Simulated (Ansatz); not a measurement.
## Ga3As2P: phonons across the zone

The calculation used DFT PBE, scalar-relativistic, plane waves, PAW in Ansatz. Cutoff 420 eV, 12×12×4 k-points (Γ-centred), fixed occupations. No spin polarisation. Phonons by linear response, acoustic sum rule imposed.

Relaxed structure:
```
CELL_PARAMETERS angstrom
4.00495 0.00000 0.00000
-2.00248 3.46839 0.00000
0.00000 0.00000 9.81562
ATOMIC_POSITIONS crystal
Ga 0.00000 0.00000 0.99341
Ga 0.33333 0.66667 0.67335
Ga 0.66667 0.33333 0.33350
P 0.33333 0.66667 0.91669
As 0.66667 0.33333 0.58628
As 0.00000 0.00000 0.24677
```

The cell was found from a structure generator's guess, not taken from experiment. The q mesh is coarse, so values between its points are rough.

Force constants from linear response on a 2×2×1 q mesh.

**Question.** Is the structure dynamically stable on the q mesh?

**Answer.** Yes, on this mesh: no mode is imaginary.

**Question.** Give the frequencies (cm⁻¹) at the zone-boundary points of high symmetry (interpolated where a point lies off the q mesh).

**Answer.**
| point | q | frequencies |
| --- | --- | --- |
| M | 0.500 0.000 0.000 | 68 71 80 92 95 101 177 186 224 228 231 240 246 249 251 311 321 336 |
| K | 0.333 0.333 0.000 | 70 75 80 120 121 147 181 183 196 216 221 234 249 254 255 309 322 334 |
| A | 0.000 0.000 0.500 | 34 34 36 36 72 72 86 95 212 234 252 252 258 258 270 318 318 354 |
| L | 0.500 0.000 0.500 | 52 68 72 95 96 110 187 194 203 230 232 243 246 249 252 311 320 336 |
| H | 0.333 0.333 0.500 | 72 79 87 113 114 141 184 184 198 216 221 235 249 254 254 309 321 334 |
